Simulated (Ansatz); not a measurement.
Relaxed TiAl3 (D022 type, space group I4/mmm):

```
CELL_PARAMETERS angstrom
     -1.92294     1.92294     4.30997
      1.92294    -1.92294     4.30997
      1.92294     1.92294    -4.30997
ATOMIC_POSITIONS crystal
  Al 0.50000 0.50000 0.00000
  Al 0.75000 0.25000 0.50000
  Al 0.25000 0.75000 0.50000
  Ti 0.00000 0.00000 0.00000
```

Two-dimensional scan of atom 2 (Al, nearest neighbour Al at 2.719 Å; its periodic images, 3.8 Å or more away, move with it): u runs along (0.707, 0.707, 0.000), v along (0.000, 0.000, 1.000) (Cartesian). Cell and other atoms are fixed.

Method: PBE (plane waves to 420 eV, PAW, scalar-relativistic; Ansatz, a quantum-chemistry and plane-wave program). k mesh 14×14×14 (Γ-centred), Fermi-Dirac smearing 0.05 eV. E stands for the smeared free energy. With partly filled bands, energies and forces of such displacements shift with the k mesh and the smearing. TiAl3 is run without spin polarisation. TiAl3 was relaxed with its symmetry unable to fall. The last digit holds for this mesh only.

Changes of ΔE (meV/cell) from the point u = 0.000 Å, v = 0.000 Å when one coordinate moves alone (two changes are said to add if the coupling is within 5 % of the smaller one, nearly so within 20 %):

```tsv
point	change
u = 0.000 Å, v = -0.410 Å	542.1
u = 0.000 Å, v = -0.273 Å	234.1
u = 0.000 Å, v = -0.137 Å	57.5
u = -0.410 Å, v = 0.000 Å	653.4
u = -0.273 Å, v = 0.000 Å	270.4
u = -0.137 Å, v = 0.000 Å	64.7
u = 0.137 Å, v = 0.000 Å	64.7
u = 0.273 Å, v = 0.000 Å	270.4
u = 0.410 Å, v = 0.000 Å	653.4
u = 0.000 Å, v = 0.137 Å	57.5
u = 0.000 Å, v = 0.273 Å	234.1
u = 0.000 Å, v = 0.410 Å	542.1
```

Question: Do the two effects add at u = -0.137 Å, v = -0.273 Å? Give the computed change.

Answer: The sum of the single changes is 64.7 + (234.1) = 298.8; the calculation gives 303.3, so the coupling contributes 4.5 (under 20 % of the smaller single change, nearly additive).

Question: What is the change at u = 0.137 Å, v = -0.410 Å, where both move, and how far is it from the sum?

Answer: The sum of the single changes is 64.7 + (542.1) = 606.8; the calculation gives 617.9, so the coupling contributes 11.1 (under 20 % of the smaller single change, nearly additive).

Question: What is the change at u = -0.410 Å, v = -0.137 Å, where both move, and how far is it from the sum?

Answer: The sum of the single changes is 653.4 + (57.5) = 710.9; the calculation gives 718.5, so the coupling contributes 7.6 (under 20 % of the smaller single change, nearly additive).

(For displaced atoms, the force is minus the slope of the energy, and its curvature is a force constant, which sets phonon frequencies.)
